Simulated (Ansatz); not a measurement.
Consider the following.

MgB$_{2}$ (AlB2 type, space group P6/mmm)

```
MgB2
1.0
    3.06322     0.00000     0.00000
   -1.53161     2.65283     0.00000
    0.00000     0.00000     3.49987
Mg B
1 2
Direct
  0.00000   0.00000   0.00000
  0.33333   0.66667   0.50000
  0.66667   0.33333   0.50000
```

In each cell atom 3 (B, nearest neighbour B at 1.769 Å; its periodic images, 3.1 Å or more away, move with it) moves by s·(0.707, 0.707, 0.000) (along Cartesian [110]), the rest being held.

All values below come from PBEsol (plane waves to 420 eV, PAW, scalar-relativistic; Ansatz, a program for electronic structure). k mesh 14×14×11 (Γ-centred), Fermi-Dirac smearing 0.05 eV. E stands for the smeared free energy. With partly filled bands, energies and forces of such displacements shift with the k mesh and the smearing. MgB2 was relaxed with its symmetry unable to fall. The zero of ΔE is the undisplaced structure.

The scan covers s from -0.530 to 0.530 Å in 11 points.

Is this a single well or a double well?

A single well with its minimum at or next to zero displacement.

Is the energy the same for displacements of ±0.530 Å, and if not, which side lies higher?

Not even: the positive side lies higher at ±0.530 Å. With its periodic images moving along, the atom's site symmetry in this cell is -6m2.

What force acts on the atom along the line at s = -0.530 Å?

5.56 eV/Å.

What is the energy change at s = 0.530 Å?

3217 meV/cell.

(A displaced cell: forces are minus the slopes of the energy, force constants its curvatures, and phonons follow from these.)
